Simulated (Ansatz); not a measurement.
A relaxation computed with Ansatz, from input to last step.

```yaml
crystal:
  lattice:
    - [4.3675622198, 0.0, 0.0]
    - [0.0, 4.3675622198, 0.0]
    - [0.0, 0.0, 4.3675622198]
  atoms:
    - { symbol: Co, position: [0.0, 0.0, 0.0], spin: 2.28 }
    - { symbol: Hg, position: [0.0, 0.5, 0.5] }
    - { symbol: Hg, position: [0.5, 0.0, 0.5] }
    - { symbol: Hg, position: [0.5, 0.5, 0.0] }
basis:
  ecutwfc: 500
kpoints:
  mp_grid: { grid: [4, 4, 4] }
hamiltonian:
  xc: r2scan
scf:
  occupations: { method: gaussian, width: 0.1 }
  lower_state_search: "off"
output:
  forces: true
  stress: true
  eigenvalues: true
  populations: true
magnetization:
  spin_polarized: true
relax:
  adjacent_minimum: "off"
  f_tol: 0.04
  max_steps: 70
  cell: { stress_tol: 0.4 }
```

```bash
ansatz run input.yaml --threads 1 --pin off --max-ram 2560MiB --backend cpu --events-out ev --progress --plain --runs-dir out
```

Level of theory: DFT r2SCAN, scalar-relativistic, plane waves, PAW (Ansatz 0.2.0).

Of 4 frames 4 are shown, positions in Å and forces in eV/Å; the SCF threshold varies from step to step. Steps run on the plane waves of an earlier cell, with a Pulay correction in the pressure. The basis is chosen afresh for the last frame, the zero of the energies, and at times for earlier ones too; energy and pressure step there, also at an unchanged geometry.

```xyz
4
Lattice="4.3676 0.0000 0.0000 0.0000 4.3676 0.0000 0.0000 0.0000 4.3676" Properties=species:S:1:pos:R:3:forces:R:3 pbc="T T T" step=1 free_energy_over_end_meV_per_atom=5.92 pressure_GPa=-2.31
Co    0.0000    0.0000    0.0000    0.0000    0.0000    0.0000
Hg    0.0000    2.1838    2.1838    0.0000    0.0000    0.0000
Hg    2.1838    0.0000    2.1838    0.0000    0.0000    0.0000
Hg    2.1838    2.1838    0.0000    0.0000    0.0000    0.0000
4
Lattice="4.2886 0.0000 0.0000 0.0000 4.2886 0.0000 0.0000 0.0000 4.2886" Properties=species:S:1:pos:R:3:forces:R:3 pbc="T T T" step=2 free_energy_over_end_meV_per_atom=0.32 pressure_GPa=1.04
Co    0.0000    0.0000    0.0000    0.0000    0.0000    0.0000
Hg    0.0000    2.1443    2.1443    0.0000    0.0000    0.0000
Hg    2.1443    0.0000    2.1443    0.0000    0.0000    0.0000
Hg    2.1443    2.1443    0.0000    0.0000    0.0000    0.0000
4
Lattice="4.3125 0.0000 0.0000 0.0000 4.3125 0.0000 0.0000 0.0000 4.3125" Properties=species:S:1:pos:R:3:forces:R:3 pbc="T T T" step=3 free_energy_over_end_meV_per_atom=-0.47 pressure_GPa=-0.03
Co    0.0000    0.0000    0.0000    0.0000    0.0000    0.0000
Hg    0.0000    2.1562    2.1562    0.0000    0.0000    0.0000
Hg    2.1562    0.0000    2.1562    0.0000    0.0000    0.0000
Hg    2.1562    2.1562    0.0000    0.0000    0.0000    0.0000
4
Lattice="4.3125 0.0000 0.0000 0.0000 4.3125 0.0000 0.0000 0.0000 4.3125" Properties=species:S:1:pos:R:3:forces:R:3 pbc="T T T" step=4 free_energy_over_end_meV_per_atom=0.00 pressure_GPa=-0.05
Co    0.0000    0.0000    0.0000    0.0000    0.0000    0.0000
Hg    0.0000    2.1562    2.1562    0.0000    0.0000    0.0000
Hg    2.1562    0.0000    2.1562    0.0000    0.0000    0.0000
Hg    2.1562    2.1562    0.0000    0.0000    0.0000    0.0000
```

The start puts this composition into another compound's structure type, which needn't suit it. At the end the space group is Pm-3m (tolerance 0.05 Å).

The run took 74 s on 1 thread of Arm Neoverse V1 (shared host), peak memory 0.54 GiB.

The state reached may not be the lowest one. The k mesh is coarse. Spin-orbit coupling is left out, which matters for the bands of heavy elements.